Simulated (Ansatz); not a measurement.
According to the program Ansatz at the PBEsol level (PAW), BeAg in the CsCl type structure (Pm-3m) relaxes to a = 2.910 Å. Be has 8 nearest neighbours from 2.52 Å (cubic). Its formation energy from the elements is 0.088 eV/atom, with no fitted shifts.

Electronic character: metallic (no gap). Gap from PBEsol with spin–orbit coupling: none (metallic).

An equation-of-state fit gives a bulk modulus of 135 GPa. The relaxed-ion elastic constants in GPa are C11 = 181, C12 = 113, C44 = 79.2. The elastic constants imply a Debye temperature near 386 K. The highest mode at Γ lies at 344 cm⁻¹.

The start of the workflow was typed in or built on a structure type; neither database checked (COD, Materials Project) lists it. Whether it is the stable phase at ambient conditions was not checked. Symmetry was held in the PBEsol relaxation; whether a distortion lowers the energy is not shown. No spin polarisation was allowed. As this level gives no gap, shear constants depend on the k-mesh and smearing (Fermi–Dirac, 0.1 eV here). As this level gives no gap, phonon frequencies hold no LO–TO term and depend on the k-mesh and smearing (Fermi–Dirac, 0.1 eV here). The references are the lowest solids computed at this level, not always the standard phases. Spin–orbit coupling is left out wherever it is not named.

Potentials: the later of the program's two PAW sets.
